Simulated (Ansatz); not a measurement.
TiC (rock salt)

```
CELL_PARAMETERS angstrom
      0.00000     2.14664     2.14664
      2.14664     0.00000     2.14664
      2.14664     2.14664     0.00000
ATOMIC_POSITIONS crystal
  C  0.00000 0.00000 0.00000
  Ti 0.50000 0.50000 0.50000
```

In this cell atom 2 (Ti, nearest neighbour C at 2.147 Å; its periodic images, 3.0 Å or more away, move with it) is moved by s along Cartesian [111], unit vector (0.577, 0.577, 0.577); all other atoms and the cell stay fixed.

Method: PBEsol (plane waves to 420 eV, PAW, scalar-relativistic; Ansatz, a program for electronic structure). k mesh 15×15×15 (Γ-centred), Fermi-Dirac smearing 0.05 eV. The energy includes the smearing's −TS. With partly filled bands, energies and forces of such displacements shift with the k mesh and the smearing. TiC is run without spin polarisation. TiC was relaxed with its symmetry unable to fall. The zero of ΔE is the undisplaced structure. The last digit holds for this mesh only.

```
s (Å)   ΔE (meV/cell)
------  -------------
-0.430          827.3
-0.344          531.3
-0.258          303.0
-0.172       withheld
-0.086           36.9
0.000             0.0
0.086            36.9
0.172        withheld
0.258           303.0
0.344           531.3
0.430           827.3
```

Q: Fit an even polynomial form (powers 2, 4, 6) to the given rows and predict ΔE at s = 0.172.

A: Least squares on the 9 given rows: ΔE = (4746)·s² + (-3486)·s⁴ + (10910)·s⁶, in meV/cell with s in Å; root-mean-square residual 1.01 meV/cell. At 0.172 the fit gives 137.6 meV/cell; the calculation gives 140.4 meV/cell, so the interpolation is off by -2.8 (-2.0 %). The quadratic term alone would give 140.4 meV/cell.

(For displaced atoms, the force is minus the slope of the energy, and its curvature is a force constant, which sets phonon frequencies.)
